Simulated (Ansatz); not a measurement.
Relaxation of a relaxed Be cell displaced along its unstable phonon at q = (½, ½, 0) of its primitive reciprocal cell (420i cm⁻¹), largest move 0.15 Å; 4 atoms in the cell, which starts as P2₁2₁2₁ (No. 19), oP4; a = 3.4860 Å, b = 3.4860 Å, c = 4.9299 Å, α = 90.00°, β = 90.00°, γ = 90.00°. These are r2SCAN (plane waves to 500 eV, PAW, scalar-relativistic; Ansatz, a first-principles code) values and carry that method's errors. Γ-centred k-mesh 11×11×11 on the run's cell (coarser than for final values), Fermi–Dirac smearing 0.05 eV. This is the first round of the run. 

The optimiser's lines from the output (shortened; P is positive under compression):

```
relax step   1: F+E_penalty+E_count = -366.72898261 eV  Δ(F+E_penalty+E_count) = +0.000e0 eV  max|allowed force component| = 6.215e-1 eV/Å  Δτ_max = 0.0000 Å  P = -1.502 GPa  Ω = 59.908 Å³  (6 SCF iters, dr2 threshold 1.00e-7 eV, accepted)
relax step   2: F+E_penalty+E_count = -367.59553226 eV  Δ(F+E_penalty+E_count) = -8.665e-1 eV  max|allowed force component| = 1.037e0 eV/Å  Δτ_max = 0.1953 Å  P = -5.394 GPa  Ω = 57.704 Å³  (5 SCF iters, dr2 threshold 4.00e-7 eV, accepted)
relax step   3: F+E_penalty+E_count = -368.85700248 eV  Δ(F+E_penalty+E_count) = -1.261e0 eV  max|allowed force component| = 1.047e0 eV/Å  Δτ_max = 0.1950 Å  P = -10.605 GPa  Ω = 53.473 Å³  (5 SCF iters, dr2 threshold 4.00e-7 eV, accepted)
relax step   4: F+E_penalty+E_count = -370.15018055 eV  Δ(F+E_penalty+E_count) = -1.293e0 eV  max|allowed force component| = 8.719e-1 eV/Å  Δτ_max = 0.1617 Å  P = -14.335 GPa  Ω = 48.127 Å³  (5 SCF iters, dr2 threshold 4.00e-7 eV, accepted)
relax step   5: F+E_penalty+E_count = -371.12818955 eV  Δ(F+E_penalty+E_count) = -9.780e-1 eV  max|allowed force component| = 5.850e-1 eV/Å  Δτ_max = 0.1057 Å  P = -14.997 GPa  Ω = 43.590 Å³  (5 SCF iters, dr2 threshold 4.00e-7 eV, accepted)
relax step   6: F+E_penalty+E_count = -371.87099284 eV  Δ(F+E_penalty+E_count) = -7.428e-1 eV  max|allowed force component| = 3.516e-1 eV/Å  Δτ_max = 0.0661 Å  P = -13.519 GPa  Ω = 39.945 Å³  (5 SCF iters, dr2 threshold 4.00e-7 eV, accepted)
relax step   7: F+E_penalty+E_count = -372.44773585 eV  Δ(F+E_penalty+E_count) = -5.767e-1 eV  max|allowed force component| = 2.286e-1 eV/Å  Δτ_max = 0.0366 Å  P = -10.400 GPa  Ω = 36.964 Å³  (5 SCF iters, dr2 threshold 4.00e-7 eV, accepted)
relax step   8: F+E_penalty+E_count = -373.07965669 eV  Δ(F+E_penalty+E_count) = -6.319e-1 eV  max|allowed force component| = 1.873e-1 eV/Å  Δτ_max = 0.0849 Å  P = -5.740 GPa  Ω = 33.857 Å³  (5 SCF iters, dr2 threshold 4.00e-7 eV, accepted)
relax step   9: F+E_penalty+E_count = -373.34024618 eV  Δ(F+E_penalty+E_count) = -2.606e-1 eV  max|allowed force component| = 3.038e-2 eV/Å  Δτ_max = 0.0814 Å  P = -0.342 GPa  Ω = 31.658 Å³  (5 SCF iters, dr2 threshold 4.00e-7 eV, accepted)
relax step  10: F+E_penalty+E_count = -373.34864810 eV  Δ(F+E_penalty+E_count) = -8.402e-3 eV  max|allowed force component| = 1.619e-2 eV/Å  Δτ_max = 0.0130 Å  P = -0.220 GPa  Ω = 31.643 Å³  (3 SCF iters, dr2 threshold 4.00e-7 eV, accepted)
relax step  11: F+E_penalty+E_count = -373.34884113 eV  Δ(F+E_penalty+E_count) = -1.930e-4 eV  max|allowed force component| = 4.656e-3 eV/Å  Δτ_max = 0.0013 Å  P = -0.039 GPa  Ω = 31.595 Å³  (3 SCF iters, dr2 threshold 4.00e-7 eV, accepted)
relax step  12: F+E_penalty+E_count = -373.34884723 eV  Δ(F+E_penalty+E_count) = -6.100e-6 eV  max|allowed force component| = 1.635e-3 eV/Å  Δτ_max = 0.0013 Å  P = -0.001 GPa  Ω = 31.585 Å³  (3 SCF iters, dr2 threshold 7.03e-9 eV, accepted)
relax step  13: F+E_penalty+E_count = -373.34884946 eV  Δ(F+E_penalty+E_count) = -2.228e-6 eV  max|allowed force component| = 2.253e-5 eV/Å  Δτ_max = 0.0005 Å  P = +0.000 GPa  Ω = 31.585 Å³  (3 SCF iters, dr2 threshold 3.15e-9 eV, accepted)
relax step  14: F+E_penalty+E_count = -373.34838770 eV  Δ(F+E_penalty+E_count) = +4.618e-4 eV  max|allowed force component| = 3.361e-5 eV/Å  Δτ_max = 0.0000 Å  P = -0.001 GPa  Ω = 31.585 Å³  stress off target by 7.43e-3 GPa  SCF on the basis re-selected at this cell (its energy is not comparable with the rows above)  (5 SCF iters)
```

From the first to the last row the energy changes by -1.65 eV/atom and the volume by -47.3 %. The last row is marked as not comparable with the walk above it, whose basis was carried along; it does compare with step 1, since both stand on a basis selected at the nominal cutoff for their own cell.

Later rounds, restarted from the end of this one on a renewed k-mesh, logged 9 more steps and released under 0.01 eV/atom more. The final structure after all rounds: P6₃/mmc (No. 194), hP2, hcp (Mg type); a = 2.2631 Å, b = 2.2631 Å, c = 3.5630 Å, α = 90.00°, β = 90.00°, γ = 120.00°. Between re-selections the logged energies stand on a plane-wave basis carried along with the cell. No spin polarisation in the result.

The run could not lose the symmetry of its start.

Of the parent cell (Fd-3m (No. 227)): it is a generated cell of Be: the first start was made by placing the elements on the sites of a structure type, and the end was not matched to a known phase here, so it may be hypothetical. Known forms of Be include space group No. 194.
